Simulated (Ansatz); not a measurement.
Input:

MgH2:
```cif
data_H4Mg2
_chemical_formula_sum 'Mg2 H4'
_space_group_name_H-M_alt 'P42/mnm'
_space_group_IT_number 136
_space_group_name_Hall '-P 4n 2n'
_cell_length_a 4.48503
_cell_length_b 4.48503
_cell_length_c 2.99605
_cell_angle_alpha 90.000
_cell_angle_beta 90.000
_cell_angle_gamma 90.000
loop_
_atom_site_label
_atom_site_type_symbol
_atom_site_symmetry_multiplicity
_atom_site_Wyckoff_symbol
_atom_site_fract_x
_atom_site_fract_y
_atom_site_fract_z
_atom_site_occupancy
Mg1 Mg 2 a 0.00000 0.00000 0.00000 1
H1 H 4 f 0.30467 0.30467 0.00000 1
```

This is the r²SCAN-relaxed structure.

Problem. All from the program Ansatz at the r²SCAN level (PAW), unless another level is named. Give the Born charges (a third of the trace).

Solution. Mg +1.88, H -0.94 e.

Problem. What about the static dielectric constant ε0 (ions relaxed, cell fixed)?

Solution. 10.0 (xx = yy), 7.80 (zz).

Problem. And the electronic dielectric constant ε∞ (DFPT)?

Solution. 3.62 (xx = yy), 3.65 (zz).

Problem. Next, the Bader charges?

Solution. Mg +1.68, H -0.84 e.

Space group P4_2/mnm (rutile). The r²SCAN relaxation kept the symmetry of its start; phonons on a q-mesh show no instability.

Potentials: the later of the program's two PAW sets.
